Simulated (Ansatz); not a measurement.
Values for one crystal, relaxed and computed with the program Ansatz at the r²SCAN level (PAW); other levels are named.

Volume per atom: 15.09 Å³
Electronic character: metallic (no gap)
Density of states at the Fermi level: 0.63 states/eV per atom (mean over ±0.08 eV)
Formation energy from the elements (no fitted shifts): -0.82 eV/atom

Task: Which compound is it?
A. CoSi2, fluorite or antifluorite type
B. SiNi2, Pnma (Ni on 4c, Ni on 4c, Si on 4c)
C. Ti5Si4, P4_12_12 (Pearson symbol tP36)
D. Hf3Si2, P4/mbm (Hf on 4h, Hf on 2a, Si on 4g)

Result: C, Ti5Si4, P4_12_12 (Pearson symbol tP36)

The first step of the workflow began from a Materials Project structure, measured or hypothetical; the Crystallography Open Database copy checked does not list it. Its standing as an ambient phase is unchecked. The r²SCAN relaxation kept the symmetry of its start; whether a distortion lowers the energy is not shown. No spin polarisation was allowed. The references are the lowest solids computed at this level, not always the standard phases.

Potentials: the later of the program's two PAW sets.
